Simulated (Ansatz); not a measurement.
CdI2-type WSb2

Computed with Ansatz (plane waves, PAW, 420 eV cutoff): PBE, scalar-relativistic, no spin polarisation, 12×12×6 k-mesh, Gaussian smearing of 0.05 eV. The datasets are Ansatz's generated set soft_2.

```cif
data_structure
_symmetry_space_group_name_H-M 'P-3m1'
_symmetry_Int_Tables_number 164
_cell_length_a 3.4649
_cell_length_b 3.4649
_cell_length_c 6.7174
_cell_angle_alpha 90.000
_cell_angle_beta 90.000
_cell_angle_gamma 120.000
_cell_volume 69.84
loop_
_atom_site_label
_atom_site_type_symbol
_atom_site_symmetry_multiplicity
_atom_site_Wyckoff_symbol
_atom_site_fract_x
_atom_site_fract_y
_atom_site_fract_z
_atom_site_occupancy
W1 W 1 a 0.00000 0.00000 0.00000 1
Sb1 Sb 2 d 0.33333 0.66667 0.28475 1
```

The cell came from substitution into a structure type; no database entry of this phase was matched, which doesn't show that none exists.

Which orbitals carry the states at the Fermi level, and how many states are there?

Within 0.1 eV of it: W 5d 69 %, Sb 5p 27 % (shares among the projected shells; no valence p shell of W is among them). The Fermi level sits on a steep edge: the density of states is 1.4, 1.0 and 0.7 states/eV per cell at −0.1, 0 and +0.1 eV.

Density of states (tetrahedra, averaged over 0.3 eV; states/eV per cell of 3 atoms; energy in eV from the Fermi level; projections on Löwdin-orthogonalised atomic orbitals, summed over sites):

```
    E  total  Sb 5p  W 5d  Sb 5s  W 6s
-6.70   0.00   0.00  0.00   0.00  0.00
-6.40   0.04   0.02  0.00   0.00  0.01
-6.10   0.11   0.08  0.01   0.01  0.02
-5.80   0.50   0.32  0.09   0.02  0.06
-5.50   0.81   0.51  0.15   0.04  0.09
-5.20   0.97   0.60  0.19   0.06  0.10
-4.90   1.52   0.97  0.29   0.09  0.14
-4.60   1.96   1.33  0.39   0.10  0.11
-4.30   2.78   1.87  0.67   0.11  0.08
-4.00   1.62   1.07  0.40   0.09  0.04
-3.70   0.77   0.44  0.21   0.07  0.03
-3.40   1.08   0.57  0.35   0.09  0.05
-3.10   2.51   1.25  0.96   0.15  0.09
-2.80   3.21   1.63  1.28   0.15  0.06
-2.50   2.37   1.17  1.01   0.09  0.03
-2.20   2.87   1.37  1.25   0.15  0.02
-1.90   3.30   1.39  1.67   0.14  0.02
-1.60   3.97   1.45  2.29   0.11  0.02
-1.30   3.29   1.06  2.04   0.11  0.02
-1.00   1.34   0.60  0.59   0.11  0.02
-0.70   1.37   0.61  0.57   0.13  0.03
-0.40   2.19   0.78  1.20   0.13  0.03
-0.10   1.52   0.40  1.02   0.05  0.01
 0.20   1.35   0.47  0.75   0.07  0.02
 0.50   2.40   0.97  1.20   0.11  0.05
 0.80   1.96   0.93  0.85   0.08  0.03
 1.10   1.30   0.61  0.57   0.06  0.02
 1.40   1.65   0.62  0.83   0.09  0.04
 1.70   2.58   0.72  1.59   0.12  0.06
 2.00   3.62   1.03  2.27   0.08  0.12
 2.30   2.49   0.98  1.23   0.06  0.12
 2.60   1.96   0.96  0.65   0.06  0.15
 2.90   2.40   1.02  0.80   0.06  0.30
 3.20   1.76   0.86  0.48   0.05  0.18
 3.50   1.74   0.90  0.42   0.05  0.15
 3.80   1.94   0.93  0.50   0.05  0.13
 4.10   1.70   0.79  0.44   0.05  0.10
```

Spin–orbit coupling, which matters for such heavy elements, is left out.
